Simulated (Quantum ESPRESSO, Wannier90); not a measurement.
Wannierisation of CdTe (zinc blende)

```xyz
2
Lattice="0.0000 3.2821 3.2821 3.2821 0.0000 3.2821 3.2821 3.2821 0.0000" Properties=species:S:1:pos:R:3 pbc="T T T"
Cd     0.0000     0.0000     0.0000
Te    -1.6411    -1.6411    -1.6411
```

Materials Project entry mp-406; symmetrised, unrelaxed at this level. COD (Crystallography Open Database) has the formula in 2 space groups, this one among them (matched by group alone). Level: PBEsol, no spin polarisation, no spin-orbit coupling; pw.x of Quantum ESPRESSO at 82 Ry with PseudoDojo potentials, 8×8×8 k-points, Wannier90. Density: 8×8×8 mesh, Gaussian smearing 0.01 Ry. Spin-orbit coupling is left out although heavy elements are present.

Base run: 8 functions from bands 10,16-31 of the 31 computed, start hydrogen-like Cd: s;p; Te: s;p, centres 0.05 Å off the atoms, frozen window up to 2.04 eV relative to the valence-band maximum, outer window open. Bands 11–15 (Cd 4d 96 %) lie between the kept ones and are excluded. One thing is changed at a time; window edges are relative to the valence-band maximum. The misfit compares interpolated bands with pw.x on a high-symmetry path, for states up to 1.5 eV relative to the valence-band maximum. Converged means that the tolerances were met: symmetric starts can stop on a saddle, which shows as a larger Ω_OD at equal Ω_I and can move the misfit too.

### Question
Which of these settings interpolates worst among those that finish?
(A) frozen window to 0.04 eV
(B) frozen window to 4.04 eV
(C) frozen window to 1.54 eV
(D) no frozen window
(E) outer window to 9.18 eV
(F) base

### Answer
D, no frozen window. The whole sweep:

```
setting                   functions  frozen to (eV)  Ω_I (Å²)  Ω_D (Å²)  Ω_OD (Å²)  rms misfit (meV)  worst (meV)      ended
------------------------  ---------  --------------  --------  --------  ---------  ----------------  -----------  ---------
base                              8            2.04     15.04      0.01       1.94               1.9          9.7  converged
frozen window to 4.04 eV          8            4.04     18.03      0.04       2.08               3.4           15  converged
frozen window to 1.54 eV          8            1.54     14.90      0.01       1.92               2.2           14  converged
frozen window to 0.04 eV          8            0.04     14.89      0.01       1.92                12           67  converged
no frozen window                  8            none     14.30      0.00       1.72               166          379  converged
outer window to 9.18 eV           8            2.04     25.70      0.26       3.86               7.2           42  converged
outer window to 10.88 eV          8            2.04     20.68      0.15       2.34               1.8          8.7  converged
```
